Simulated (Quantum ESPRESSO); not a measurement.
# One change at a time to Al4Hf2TaW

All numbers below are calculated, not measured. They come from Quantum ESPRESSO 7.5, a public plane-wave density functional program. Each row is one single-point run on a made-up periodic cell of eight metal atoms, with elements, volume, strain and displacements drawn at random and not relaxed, so a cell may be unstable or far from any real phase. There is no spin polarisation or spin-orbit coupling.

Settings: PBE unless stated; PseudoDojo standard norm-conserving files; Fermi-Dirac width 0.25 eV, which means electrons at about 2900 K; cutoff 1116 eV; 6 x 6 x 6 k mesh shifted half a step off Gamma. E is the free energy of the whole cell (internal energy minus TS), so a -TS column is already part of it. Stress is positive in tension, and the pressure P is minus a third of its trace.

Checks: one run of this series was repeated at a higher cutoff and on a denser mesh, which moved values by no more than 0.002 eV, 0.02 GPa and 0.003 eV/Å, and a second program with other atomic files agreed on it to 2 % rms in force and 0.5 GPa in pressure. Known limits: heavy elements are run without spin-orbit coupling, which real alloys of them have; a spin test at this wide smearing found no moment, but such smearing suppresses magnetism that the real alloy may have.

The lattice is hexagonal close-packed, and the cell vectors in Å are (2.970, 0.000, 4.933); (2.970, 0.000, -4.933); (-2.970, 5.145, 0.000), a volume of 150.75 Å³ in run 1. The elements on sites 1 to 8 are Hf Al W Al Al Hf Ta Al. Each later run makes one change to run 1 and keeps the rest. E is counted from run 1, and is n/a where other atomic files have another zero of energy.

```
run,change,V (Å³),P (GPa),-TS (eV),rms force (eV/Å),largest change of a force component (eV/Å),E (eV)
1,none,150.75,-6.14,-1.139,0.572,0.000,0.000
2,sites 3 and 7 exchanged,150.75,-6.19,-1.128,0.602,0.486,-0.015
3,all lengths scaled by -1.35 %,144.73,-1.49,-1.090,0.661,0.212,-0.146
4,PBEsol in place of PBE,150.75,-9.56,-1.146,0.541,0.123,n/a
5,Ag on site 7,150.75,-5.66,-1.084,0.595,0.570,n/a
6,site 5 moved by +0.24 Å along y,150.75,-5.33,-1.158,0.627,1.277,?
```

## Worked estimate

Along the move dE = -F dx. The force on site 5 along y is -0.101 eV/Å in run 1 and -1.378 eV/Å in run 6, and the move is +0.24 Å, so the mean force times the move gives an estimate.

## Withheld value

Question: what E should run 6 give?

The estimate is 0.177 eV. The calculation gave 0.172 eV. The mean of two end points misses the curvature of the force.
